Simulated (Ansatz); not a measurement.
# Pressure against volume: RbLuSe$_{2}$

Space group R-3m:H (No. 166). a = 4.129 Å, b = 4.129 Å, c = 23.614 Å, α = 90.00°, β = 90.00°, γ = 120.00°
| atom | site | symmetry | x | y | z |
| --- | --- | --- | --- | --- | --- |
| Rb | 3a | -3m | 0.0000 | 0.0000 | 0.0000 |
| Lu | 3b | -3m | 0.3333 | 0.6667 | 0.1667 |
| Se | 6c | 3m | 0.0000 | 0.0000 | 0.2318 |

The runs use the primitive cell with vectors (2.065, 1.192, 7.871), (-2.065, 1.192, 7.871), (0.000, -2.384, 7.871) Å, to which the k mesh refers.

Structure: COD 4318778, as refined from experiment and not relaxed.

No spin–orbit coupling, which matters for the heavy atoms here.

Methods: DFT, PBEsol, all-electron LAPW, scalar-relativistic (Ansatz 0.2.0); DFT, PBEsol, PAW with Ansatz's default frozen-core files, scalar-relativistic (Ansatz 0.2.0).

For LAPW: a Γ-centred 7×7×7 k mesh, Fermi–Dirac smearing of 0.03 eV, basis error target 1 meV/atom, no spin polarisation. PAW takes a cutoff of 420 eV at this cell (files made with PBE, cores remade for this functional). The Ansatz runs share mesh, smearing and spin set-up. Plane-wave (PAW) pressures include the program's estimate of the Pulay term.

The cell above is scaled evenly, with fractional coordinates and shape held.

```tsv
V/V(cell)	V (Å³/atom)	P, LAPW (GPa)	P, PAW (GPa)	gap on the k mesh, LAPW (eV)	free energy over the lowest listed, PAW (meV/atom)
0.9400	27.316	2.07	2.06	1.71	6.6
0.9600	27.897	0.90	0.89	1.77	1.3
0.9800	28.479	-0.16	-0.17	1.82	0.0
0.9900	28.769	-0.64	-0.65	1.84	0.7
1.0000	29.060	-1.10	-1.11	1.86	2.3
1.0100	29.350	-1.54	-1.55	1.88	4.8
1.0200	29.641	-1.95	-1.96	1.90	7.9
1.0400	30.222	-2.72	-2.73	1.94	16.5
1.0600	30.803	-3.41	-3.41	1.98	27.6
```

Task: What do Birch–Murnaghan fits to the pressures give?

Result: LAPW: V0 = 28.39 Å³/atom, B0 = 50 GPa, B0′ = 4.2; PAW: V0 = 28.38 Å³/atom, B0 = 50 GPa, B0′ = 4.2.

PAW's V0 lies -0.02 % from the all-electron value and its B0 0.1 %. With shape and internal coordinates held, B0 is an upper bound to the relaxed modulus.
